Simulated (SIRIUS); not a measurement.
## A series of runs on MoS2 (R3m, 3 atoms in the cell; from Materials Project mp-1434)

```yaml
crystal:
  lattice:
    - [1.59215, 0.91923, 6.48210]
    - [-1.59215, 0.91923, 6.48210]
    - [0.00000, -1.83846, 6.48210]
  atoms:
    - { symbol: Mo, position: [0.99978, 0.99978, 0.99978] }
    - { symbol: S, position: [0.41294, 0.41294, 0.41294] }
    - { symbol: S, position: [0.25330, 0.25330, 0.25330] }
```

Base run A: LDA (PW92), PseudoDojo 0.4 standard norm-conserving LDA (tails mended) pseudopotentials run with SIRIUS 7.12.0, self-consistent single point.

Its settings: parameters.ngridk = 6 6 6; parameters.xc_functionals = [XC_LDA_X, XC_LDA_C_PW]; parameters.gk_cutoff = 8.944 1/bohr; parameters.pw_cutoff = 17.889 1/bohr; parameters.smearing = gaussian; parameters.smearing_width = 0.000367493 Ha; potentials = PseudoDojo 0.4 standard norm-conserving LDA (tails mended) pseudopotentials; parameters.electronic_structure_method = pseudopotential; parameters.num_bands = 17; parameters.num_mag_dims = 0; parameters.num_dft_iter = 100; parameters.energy_tol = 1e-07 Ha; parameters.density_tol = 1e-06; mixer.type = anderson; mixer.beta = 0.3; mixer.use_hartree = false.

The structure comes from a collection of computed structures, made at another level of theory; the collection holds predicted forms beside known ones.

ΔF is the free energy per atom less that of run A. 

| run | change | ΔF (meV/atom) | pressure (GPa) | largest force (eV/Å) | gap on the mesh (eV) |
|---|---|---|---|---|---|
| A | base | 0.00 | -5.62 | 0.306 | 1.052 |
| B | volume scaled by 0.94 | -8.8 | 3.63 | 0.779 | 1.073 |
| C | volume scaled by 0.96 | -13.3 | 0.19 | 0.388 | 1.077 |
| D | volume scaled by 0.98 | -10.1 | -2.88 | 0.027 | 1.065 |
| E | volume scaled by 0.99 | -5.9 | -4.29 | 0.143 | 1.058 |
| F | volume scaled by 1.01 | 7.4 | -6.88 | 0.464 | 1.045 |
| G | volume scaled by 1.02 | 16.2 | -8.07 | 0.615 | 1.038 |
| H | volume scaled by 1.04 | 38.0 | -10.26 | 0.900 | 1.025 |
| I | volume scaled by 1.06 | 64.6 | -12.22 | 1.163 | 1.011 |

Run D against A: The free energy falls by 10.1 meV/atom, the pressure goes from -5.62 to -2.88 GPa, the largest force goes from 0.306 to 0.027 eV/Å and the gap on the mesh goes from 1.052 to 1.065 eV.

Run B against A: The free energy drops by 8.8 meV/atom, the pressure goes from -5.62 to 3.63 GPa, the largest force goes from 0.306 to 0.779 eV/Å and the gap on the mesh goes from 1.052 to 1.073 eV.

“Tails mended”: in these copies of the files the far tail of each local potential was reset to the Coulomb form.
